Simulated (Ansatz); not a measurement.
Relaxed CdSe (wurtzite):

```
CdSe
1.0
    4.30194     0.00000     0.00000
   -2.15097     3.72559     0.00000
    0.00000     0.00000     7.02113
Cd Se
2 2
Direct
  0.66667   0.33333   0.00046
  0.33333   0.66667   0.50046
  0.66667   0.33333   0.62474
  0.33333   0.66667   0.12474
```

In each cell atom 1 (Cd, nearest neighbour Se at 2.633 Å; its periodic images, 4.3 Å or more away, move with it) moves by s·(-0.817, 0.472, 0.331) (towards the nearest neighbour), the rest being held.

Computed with PBEsol (plane waves to 420 eV, PAW, scalar-relativistic; Ansatz, a quantum-chemistry and plane-wave program). k mesh 7×7×4 (Γ-centred), Fermi-Dirac smearing 0.05 eV. Energies are smeared free energies. CdSe was relaxed with its symmetry unable to fall. The zero of ΔE is the undisplaced structure.

```tsv
s (Å)	ΔE (meV/cell)
-0.260	115.7
-0.208	79.2
-0.156	47.7
-0.104	withheld
-0.052	6.1
0.000	0.0
0.052	7.1
0.104	30.3
0.156	73.4
0.208	140.8
0.260	237.5
```

Question: Fit a polynomial form (powers 2, 3, 4) to the given rows and predict ΔE at s = -0.104.

Answer: Least squares on the 10 given rows: ΔE = (2418)·s² + (3454)·s³ + (2881)·s⁴, in meV/cell with s in Å; root-mean-square residual 0.20 meV/cell. At -0.104 the fit gives 22.6 meV/cell; the calculation gives 22.7 meV/cell, so the interpolation is off by -0.1 (-0.4 %). The quadratic term alone would give 26.2 meV/cell.

(A displaced cell: forces are minus the slopes of the energy, force constants its curvatures, and phonons follow from these.)
